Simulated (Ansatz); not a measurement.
Data sheet: Nb3Si (DFT)

Nb3Si:
```cif
data_Nb3Si
_chemical_formula_sum 'Si1 Nb3'
_space_group_name_H-M_alt 'Pm-3m'
_space_group_IT_number 221
_space_group_name_Hall '-P 4 2 3'
_cell_length_a 4.02820
_cell_length_b 4.02820
_cell_length_c 4.02820
_cell_angle_alpha 90.000
_cell_angle_beta 90.000
_cell_angle_gamma 90.000
loop_
_atom_site_label
_atom_site_type_symbol
_atom_site_symmetry_multiplicity
_atom_site_Wyckoff_symbol
_atom_site_fract_x
_atom_site_fract_y
_atom_site_fract_z
_atom_site_occupancy
Si1 Si 1 a 0.00000 0.00000 0.00000 1
Nb1 Nb 3 c 0.00000 0.50000 0.50000 1
```

Space group Pm-3m (No. 221), Cu3Au type; conventional cell a = b = c = 4.0282 Å, α = β = γ = 90.00°.

Method: DFT-PBEsol in the program Ansatz with PAW potentials. Structure relaxed to zero pressure with the same functional. Other levels are named where they apply.

**Cell and energy**

```json
{
 "volume_per_atom": "16.34 Å³",
 "density": "7.79 g/cm³",
 "Formation energy from the elements (no fitted shifts)": "-0.28 eV/atom"
}
```

**Electronic structure**

```json
{
  "electronic_character": "metallic (no gap)",
  "Density of states at the Fermi level": "1.1 states/eV per atom (mean over ±0.08 eV)",
  "Gap with spin–orbit coupling": "none (metallic)"
}
```

**Mechanics**

```json
{
  "Bulk modulus (Birch–Murnaghan fit)": "190 GPa",
  "Pressure derivative B′": "3.8",
  "Elastic constants (relaxed ions, GPa)": "C11 = 130, C12 = 220, C44 = 81.9",
  "mechanical_stability": "unstable (C has a negative eigenvalue)"
}
```

**Charges**

```json
{
 "bader_charges": "Si -1.06, Nb +0.35 e"
}
```

The workflow started from an entry of the Crystallography Open Database (COD), which files this formula under 2 space groups. Whether it is the stable phase at ambient conditions was not checked. The cell was relaxed with PBEsol under the symmetry of its start. The run is not spin-polarised. As this level gives no gap, shear constants depend on the k-mesh and smearing (Fermi–Dirac, 0.1 eV here). The references are the lowest solids computed at this level, not always the standard phases. Scalar-relativistic: spin–orbit coupling is off unless named, which matters more the heavier the elements.

Potentials: the later of the program's two PAW sets.
